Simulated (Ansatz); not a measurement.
AlNi (CsCl type)

```
AlNi
1.0
    2.89304     0.00000     0.00000
    0.00000     2.89304     0.00000
    0.00000     0.00000     2.89304
Al Ni
1 1
Direct
  0.00000   0.00000   0.00000
  0.50000   0.50000   0.50000
```

The slice is a {100} plane (indices of the conventional cell) through the point (0.000, 0.000, 0.000) (fractional), spanned by u = [100] and v = [010] in vectors of this cell: u (2.89 Å) and v (2.89 Å, at 90° to u). It covers one period; positions are fractions (u, v).

All values below come from PBE (plane waves to 420 eV, PAW, scalar-relativistic; Ansatz, a quantum-chemistry and plane-wave program). k mesh 16×16×16. These are valence fields of a PAW run, semicore shells included where kept as valence: close to a nucleus they are smooth pseudo fields. AlNi is run without spin polarisation. AlNi was relaxed with its symmetry unable to fall.

Three fields on this plane, each scaled to ten steps between its own extremes (0 low, 9 high; the total valence density on a logarithmic scale, the potential cut 8 eV below its top; x marks points blanked near nuclei; v = 0 in the bottom row):

Map A
```
|xxxxxxxxxx046777640xxxxxxxxx|
|xxxxxxxxxx146777641xxxxxxxxx|
|xxxxxxxxxx256787652xxxxxxxxx|
|xxxxxxxxx03578887530xxxxxxxx|
|xxxxxxxxx14678887641xxxxxxxx|
|xxxxxxxx0357899987530xxxxxxx|
|xxxxxxx035688999886530xxxxxx|
|xxxxxx03567899999876530xxxxx|
|xxxx013567899999998765310xxx|
|0012345678999999999876543210|
|4445567889999999999988765544|
|6666778899999999999998877666|
|7777889999999999999999988777|
|7778889999999999999999988877|
|7777889999999999999999988777|
|6666778899999999999998877666|
|4445567889999999999988765544|
|0012345678999999999876543210|
|xxxx013567899999998765310xxx|
|xxxxxx03567899999876530xxxxx|
|xxxxxxx035688999886530xxxxxx|
|xxxxxxxx0357899987530xxxxxxx|
|xxxxxxxxx14678887641xxxxxxxx|
|xxxxxxxxx03578887530xxxxxxxx|
|xxxxxxxxxx256787652xxxxxxxxx|
|xxxxxxxxxx146777641xxxxxxxxx|
|xxxxxxxxxx046777640xxxxxxxxx|
|xxxxxxxxxx046777640xxxxxxxxx|
```

Map B
```
|xxxxxxxxxx431000134xxxxxxxxx|
|xxxxxxxxxx542000245xxxxxxxxx|
|xxxxxxxxxx542000245xxxxxxxxx|
|xxxxxxxxx66421112466xxxxxxxx|
|xxxxxxxxx77432223477xxxxxxxx|
|xxxxxxxx9975432345799xxxxxxx|
|xxxxxxx999765333567999xxxxxx|
|xxxxxx99987654345678999xxxxx|
|xxxx679987765444567789976xxx|
|3455677777655555556777776554|
|3344445666556666655666544443|
|1122234555566767665555432221|
|0000123344567777765443321000|
|0000122334566777665433221000|
|0000123344567777765443321000|
|1122234555566767665555432221|
|3344445666556666655666544443|
|3455677777655555556777776554|
|xxxx679987765444567789976xxx|
|xxxxxx99987654345678999xxxxx|
|xxxxxxx999765333567999xxxxxx|
|xxxxxxxx9975432345799xxxxxxx|
|xxxxxxxxx77432223477xxxxxxxx|
|xxxxxxxxx66421112466xxxxxxxx|
|xxxxxxxxxx542000245xxxxxxxxx|
|xxxxxxxxxx542000245xxxxxxxxx|
|xxxxxxxxxx431000134xxxxxxxxx|
|xxxxxxxxxx331000133xxxxxxxxx|
```

Map C
```
|xxxxxxxxxx899999998xxxxxxxxx|
|xxxxxxxxxx999989999xxxxxxxxx|
|xxxxxxxxxx999888999xxxxxxxxx|
|xxxxxxxxx99988888999xxxxxxxx|
|xxxxxxxxx99987778999xxxxxxxx|
|xxxxxxxx9998766678999xxxxxxx|
|xxxxxxx999876555678999xxxxxx|
|xxxxxx99987654445678999xxxxx|
|xxxx999987654333456789999xxx|
|8899999876432222234678999998|
|9999998765322111223567899999|
|9999887654221000122456788999|
|9998876543210000012345678899|
|9988876543210000012345678889|
|9998876543210000012345678899|
|9999887654221000122456788999|
|9999998765322111223567899999|
|8899999876432222234678999998|
|xxxx999987654333456789999xxx|
|xxxxxx99987654445678999xxxxx|
|xxxxxxx999876555678999xxxxxx|
|xxxxxxxx9998766678999xxxxxxx|
|xxxxxxxxx99987778999xxxxxxxx|
|xxxxxxxxx99988888999xxxxxxxx|
|xxxxxxxxxx999888999xxxxxxxxx|
|xxxxxxxxxx999989999xxxxxxxxx|
|xxxxxxxxxx899999998xxxxxxxxx|
|xxxxxxxxxx899999998xxxxxxxxx|
```

Task: Assign the maps to these fields: electron localisation function (ELF); valence electron density; electrostatic potential energy of an electron, from the cell's mean.

Result: A is the electrostatic potential energy of an electron, from the cell's mean; B is the valence electron density; C is the electron localisation function (ELF).
